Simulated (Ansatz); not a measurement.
The relaxed structure here is a generated cell of Bi2Te3: the first start was made by placing the elements on the sites of a structure type, and the end was not matched to a known phase here, so it may be hypothetical. Known forms of Bi2Te3 include space group No. 166.

A structure of Bi$_{2}$Te$_{3}$ relaxed with PBEsol (plane waves to 420 eV, PAW, scalar-relativistic; Ansatz, a first-principles code); single points at other levels follow on the same geometry (Ansatz, PAW; PBEsol+SOC at 420 eV on a 9×9×3 k-mesh; spin-orbit coupling only where +SOC is written). Space group P-3m1 (No. 164).

```cif
data_Bi2Te3
_chemical_formula_sum 'Bi2 Te3'
_space_group_name_H-M_alt 'P-3m1'
_space_group_IT_number 164
_space_group_name_Hall '-P 3 2"'
_cell_length_a 4.35255
_cell_length_b 4.35255
_cell_length_c 10.57216
_cell_angle_alpha 90.000
_cell_angle_beta 90.000
_cell_angle_gamma 120.000
loop_
_atom_site_label
_atom_site_type_symbol
_atom_site_symmetry_multiplicity
_atom_site_Wyckoff_symbol
_atom_site_fract_x
_atom_site_fract_y
_atom_site_fract_z
_atom_site_occupancy
Bi1 Bi 2 d 0.33333 0.66667 0.19175 1
Te1 Te 1 a 0.00000 0.00000 0.00000 1
Te2 Te 2 d 0.66667 0.33333 0.35527 1
```

```
level       gap (eV)    kind  conduction minimum
----------  --------  ------  ------------------
PBEsol          0.47  direct                   Γ
PBEsol+SOC       [?]     [?]                 [?]
```

**Question.** What belongs in the gaps?

**Answer.** 
- PBEsol+SOC, gap (eV): 0.14
- PBEsol+SOC, kind: indirect
- PBEsol+SOC, conduction minimum: k = (0, 0, 0.3333)

The shift from spin-orbit coupling is approximate. No spin polarisation in the result.

The run could not lose the symmetry of its start, so the end can be a saddle point.
